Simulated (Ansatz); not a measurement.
Here is the system:

LiH:
```xyz
2
Lattice="0.0000 1.9548 1.9548 1.9548 0.0000 1.9548 1.9548 1.9548 0.0000" Properties=species:S:1:pos:R:3 pbc="T T T"
Li     0.0000     0.0000     0.0000
H      1.9548     1.9548     1.9548
```

This is the LDA-relaxed structure.

### Question
All from the program Ansatz at the LDA level (PAW), unless another level is named. Estimate the electronic dielectric constant ε∞ (DFPT).

### Answer
4.98.

### Question
And the static dielectric constant ε0 (ions relaxed, cell fixed)?

### Answer
14.4.

### Question
What about the Born charges (a third of the trace)?

### Answer
Li +1.03, H -1.03 e.

Space group Fm-3m (rock salt). The LDA relaxation kept the symmetry of its start; phonons on a q-mesh show no instability.

Potentials: the later of the program's two PAW sets.
